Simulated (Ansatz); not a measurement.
Wurtzite alloy of ZnO and MgO (18 of 96 Zn sites exchanged), 192 atoms

Ansatz, PAW, plane waves. PBEsol relaxation of cell lengths and atoms (angles held) at the single k point (½, ½, ½); single points on the relaxed atoms at the Γ point alone, onto which points of the small cell's zone fold. Arrangement: quasirandom. No spin–orbit coupling unless named.

Relaxed cell: a = 12.933 Å, b = 16.836 Å, c = 10.403 Å, α = 90.00°, β = 90.00°, γ = 90.00°.

Mean bond lengths: Mg–O 1.970 Å; O–Zn 1.972 Å.

Problem. What gap lies between the top filled and the lowest empty level in the single points?

Solution. HSE06 2.96 eV (4.3 min on NVIDIA GB300).
